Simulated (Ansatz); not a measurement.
MgTi₃N₃O in space group P4/mmm (No. 123; Pearson symbol tP8) under volume change, the program Ansatz at the PBE level (PAW), shape and atoms relaxed at each volume.

```json
[
 {"V (Å³/atom)": "8.805", "E − E(relaxed) (meV/atom)": "65.0", "P (GPa)": "26.17"},
 {"V (Å³/atom)": "9.096", "E − E(relaxed) (meV/atom)": "27.2", "P (GPa)": "15.90"},
 {"V (Å³/atom)": "9.386", "E − E(relaxed) (meV/atom)": "6.4", "P (GPa)": "7.26"},
 {"V (Å³/atom)": "9.676", "E − E(relaxed) (meV/atom)": "0.0", "P (GPa)": "0.00"},
 {"V (Å³/atom)": "9.967", "E − E(relaxed) (meV/atom)": "5.6", "P (GPa)": "-6.03"},
 {"V (Å³/atom)": "10.257", "E − E(relaxed) (meV/atom)": "21.2", "P (GPa)": "-10.92"},
 {"V (Å³/atom)": "10.547", "E − E(relaxed) (meV/atom)": "44.5", "P (GPa)": "-14.65"}
]
```

### Question
What does a third-order Birch–Murnaghan fit give for V₀, B₀ and B′?

### Answer
V₀ = 9.68 Å³/atom, B₀ = 216 GPa, B′ = 5.3.

The start of the workflow was typed in or built on a structure type; neither database checked (COD, Materials Project) lists it. Whether it is the stable phase at ambient conditions was not checked. The cell was relaxed with PBE under the symmetry of its start; whether a distortion lowers the energy is not shown. The workflow began spin-polarised and lost its moments.

Potentials: the earlier of the program's two PAW sets.
